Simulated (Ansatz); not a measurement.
TiSi2:
```xyz
6
Lattice="1.7577 -6.6715 0.0000 1.7577 6.6715 0.0000 0.0000 0.0000 3.5572" Properties=species:S:1:pos:R:3 pbc="T T T"
Si     1.7577    -5.8697     2.6679
Si     1.7577     5.8697     0.8893
Si     1.7577     3.3309     2.6679
Si     1.7577    -3.3309     0.8893
Ti     1.7577    -1.3667     2.6679
Ti     1.7577     1.3667     0.8893
```

Relaxed with PBEsol. Special points in fractions of this cell's reciprocal vectors: Γ (0.000, 0.000, 0.000); Y (-0.500, 0.500, 0.000); C0 (-0.267, 0.733, 0.000); Σ0 (0.267, 0.267, 0.000); Z (0.000, 0.000, 0.500); A0 (0.267, 0.267, 0.500); E0 (-0.267, 0.733, 0.500); T (-0.500, 0.500, 0.500); S (0.000, 0.500, 0.000); R (0.000, 0.500, 0.500).

Problem. List the band energies nearest the Fermi level at these points for PBEsol in the plane-wave PAW code Ansatz.

Solution. In eV from the Fermi level; about four levels below and three above (degenerate sets whole), none deeper than 8.9 eV; points with the same levels are listed once.

```
k                     below                above
--  -----------------------  -------------------
Γ   -2.53 -2.19 -2.03 -2.01       0.45 0.81 0.83
Y   -2.62 -2.55 -1.90 -1.18       0.36 0.65 0.69
C0  -1.05 -0.79 -0.76 -0.23       1.19 1.44 1.58
Z   -1.66 -1.66 -0.02 -0.02  1.03 1.03 1.54 1.54
A0  -3.36 -3.36 -2.39 -2.39  1.83 1.83 1.92 1.92
T   -2.11 -2.11 -0.89 -0.89  0.56 0.56 1.68 1.68
S   -1.36 -0.66 -0.59 -0.57       1.22 1.51 1.68
R   -3.16 -3.16 -2.51 -2.51  1.79 1.79 1.91 1.91
```

Space group Cmcm. Symmetry was held in the PBEsol relaxation. No spin polarisation was allowed.

Potentials: the later of the program's two PAW sets.
